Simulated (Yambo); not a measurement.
Yambo run on Sr$_{2}$H$_{3}$I (space group P-3m1, No. 164). The wavefunctions are PBEsol (pw.x of Quantum ESPRESSO, ONCV potentials, with spin-orbit coupling) ones on a 3×3×2 mesh (30 occupied bands); a = b = 4.2427 Å, c = 7.6828 Å, α = β = 90.00°, γ = 120.00°.

Yambo input:

```
rim_cut
gw0
dyson
el_el_corr
HF_and_locXC
ppa
em1d
RandQpts= 1000000
RandGvec= 1 Ry
EXXRLvcs= 72 Ry
VXCRLvcs= 288 Ry
Chimod= "HARTREE"
% BndsRnXp
 1 | 334 |
%
NGsBlkXp= 6 Ry
% LongDrXp
 1.0 | 1.0 | 1.0 |
%
PPAPntXp= 27.2114 eV
% GbndRnge
 1 | 334 |
%
GTermKind= "BG"
DysSolver= "n"
ExtendOut
% QPkrange
 2 | 2 | 30 | 31 |
 5 | 5 | 31 | 31 |
%
```

k points by index: 2 = A, 5 = K.

The o-*.qp file then holds:

```
#    K-point    Band    Eo [eV]    E [eV]    E-Eo [eV]    Vxc [eV]    Vnlxc [eV]    Sc|Eo [eV]    Sc|E [eV]    dSc/dw|Eo [eV]    Re(Z)    Im(Z)
#
    2    30    0.000000    -1.029111    -1.029111    -10.99744    -13.64800    1.356322    1.621454    -7.009839    0.795158    -0.001502
    2    31    2.449052    2.970169    0.521117    -8.350038    -4.010076    -3.715152    -3.818844    -5.413231    0.834073    -0.001276
    5    31    1.989664    2.616512    0.626848    -9.034437    -4.511326    -3.765566    -3.896263    -5.672439    0.827499    -0.001211
```
(The two width columns are left out.) Convergence of these settings isn't established.

Geometry of the Materials Project entry, not relaxed at this level.

The structure is a Materials Project entry; no match was found in the copy of COD used, and its stability was not checked.
